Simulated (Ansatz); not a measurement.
Task: GaSb (rock salt, Fm-3m) is relaxed with plane-wave PAW PBEsol (Ansatz code). What lattice parameters of the conventional cell result?

Result: a = 5.696 Å.

Task: Is it a metal or does it have a gap at this level?

Result: No gap at this level.

The start of the workflow was typed in or built on a structure type; neither database checked (COD, Materials Project) lists it. It is not the phase usual at ambient conditions (space group No. 216). The PBEsol relaxation kept the symmetry of its start; whether a distortion lowers the energy is not shown. Scalar-relativistic: spin–orbit coupling is off unless named, which matters more the heavier the elements.

Potentials: the earlier of the program's two PAW sets. The files were generated under PBE; for other functionals the program regenerates the frozen cores, and for LDA and PBEsol the local potential too.
